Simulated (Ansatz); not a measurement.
**PtSe2: zone-centre modes at 16 GPa**

Computed with Ansatz 0.2.0, DFT PBE+D3(BJ), scalar-relativistic, plane waves, PAW. Cutoff 420 eV, 12×12×10 k-points (Γ-centred), Fermi-Dirac smearing of 0.15 eV. No spin polarisation. Phonons by linear response, acoustic sum rule imposed.

The cell, relaxed at 16 GPa:
```yaml
crystal:
  lattice:
    - [3.68262, 0.00000, 0.00000]
    - [-1.84131, 3.18924, 0.00000]
    - [0.00000, 0.00000, 4.36605]
  atoms:
    - { symbol: Pt, position: [0.00000, 0.00000, 0.00000] }
    - { symbol: Se, position: [0.33333, 0.66667, 0.28728] }
    - { symbol: Se, position: [0.66667, 0.33333, 0.71272] }
```

In a metal, frequencies and elastic constants depend on the k mesh and the smearing, soft modes and shear constants most. Spin–orbit coupling is left out, which matters for heavy elements. A semilocal functional can close a gap that the real compound has.

(1) Is this structure stable against zone-centre distortions?

(2) List the optical modes at Γ (i marks imaginary ones).

Results:

(1) Yes, at Γ: no optical mode is imaginary. Strains and other wave vectors aren't tested by this run.

(2)
```json
{"frequency (meV)": "21.7", "degeneracy": "2"}
{"frequency (meV)": "29.0", "degeneracy": "1"}
{"frequency (meV)": "30.2", "degeneracy": "2"}
{"frequency (meV)": "30.5", "degeneracy": "1"}
```

Cost: 1 run of about 4.3 core-minutes, on Intel Xeon Platinum 8259CL (Skylake/Cascade Lake) (shared hosts).